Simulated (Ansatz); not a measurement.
**Question.** Name crystals whose computed values (r²SCAN in the plane-wave PAW code Ansatz) fall in these windows: G_Hill (GPa) 35 to 46; Θ_D (K) 220 to 270.

**Answer.** 

```json
[
 {"crystal": "NiBi, NiAs type", "G_Hill (GPa)": "42.6", "Θ_D (K)": "239"},
 {"crystal": "LuSb, rock salt", "G_Hill (GPa)": "44.3", "Θ_D (K)": "244"}
]
```
Others may fit too.

Standing as an ambient phase not checked: NiBi, NiAs type; LuSb, rock salt. All cells were relaxed under the symmetry of their starts (and spin orders); stability against distortions was not tested throughout. Rows with no word on spin ran without spin polarisation. Scalar-relativistic: spin–orbit coupling is off unless named, which matters more the heavier the elements.

Potentials: the later of the program's two PAW sets.
